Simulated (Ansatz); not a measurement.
Ti$_{2}$Pd:
```xyz
3
Lattice="-1.5434 1.5434 4.8953 1.5434 -1.5434 4.8953 1.5434 1.5434 -4.8953" Properties=species:S:1:pos:R:3 pbc="T T T"
Pd     0.0000     0.0000     0.0000
Ti     0.0000     0.0000     3.2874
Ti     0.0000     0.0000     6.5032
```

Relaxed with PBEsol.

Task: Give the Bader charges and basin volumes of the independent atoms, PBEsol (plane waves, PAW; program Ansatz).

Result: 

```tsv
atom	Bader charge (e)	Bader volume (Å³)
Pd1	-1.37	20.7
Ti2	+0.69	13.0
```

Space group I4/mmm (MoSi2 or CaC2 type). The workflow started from an entry of the Crystallography Open Database (COD). Whether it is the stable phase at ambient conditions was not checked. The PBEsol relaxation kept the symmetry of its start; whether a distortion lowers the energy is not shown. The run is not spin-polarised.

Potentials: the later of the program's two PAW sets.
